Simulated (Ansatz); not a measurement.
TiNi:
```
TiNi
1.0
    2.84947     0.00000     0.00000
    0.00000     3.92271     0.00000
   -1.41648     0.00000     4.60037
Ti Ni
2 2
Direct
  0.64251   0.75000   0.78598
  0.35749   0.25000   0.21402
  0.91513   0.75000   0.32949
  0.08487   0.25000   0.67051
```

Relaxed with LDA. Special points in fractions of this cell's reciprocal vectors: Γ (0.000, 0.000, 0.000); Z (0.000, 0.500, 0.000); D (0.000, 0.500, 0.500); B (0.000, 0.000, 0.500); A (-0.500, 0.000, 0.500); E (-0.500, 0.500, 0.500); C2 (-0.500, 0.500, 0.000); Y2 (-0.500, 0.000, 0.000).

Q: List the band energies nearest the Fermi level at these points for the program Ansatz at the LDA level (PAW).

A: In eV from the Fermi level; about four levels below and three above (degenerate sets whole), none deeper than 8.9 eV; points with the same levels are listed once.

```
k                     below                above
--  -----------------------  -------------------
Γ   -2.03 -1.82 -1.79 -0.62       0.11 0.49 0.56
Z   -1.76 -1.76 -0.80 -0.80  0.47 0.47 1.23 1.23
D   -1.84 -1.84 -1.30 -1.30  0.34 0.34 1.47 1.47
B   -2.12 -1.93 -1.91 -0.84       0.06 0.08 0.74
A   -1.44 -1.42 -1.08 -0.54       0.37 0.70 0.73
E   -0.91 -0.91 -0.30 -0.30  0.05 0.05 0.70 0.70
C2  -0.91 -0.91 -0.31 -0.31  0.04 0.04 0.70 0.70
Y2  -1.44 -1.43 -1.09 -0.54       0.35 0.72 0.72
```

Space group P2_1/m. The workflow started from a Materials Project entry (that database holds measured and hypothetical structures alike); the Crystallography Open Database files this formula in space group No. 11, but the cells were not matched. Its standing as an ambient phase is unchecked. The cell was relaxed with LDA under the symmetry of its start; its stability against distortions is not shown here. The run is not spin-polarised.

Potentials: the later of the program's two PAW sets.
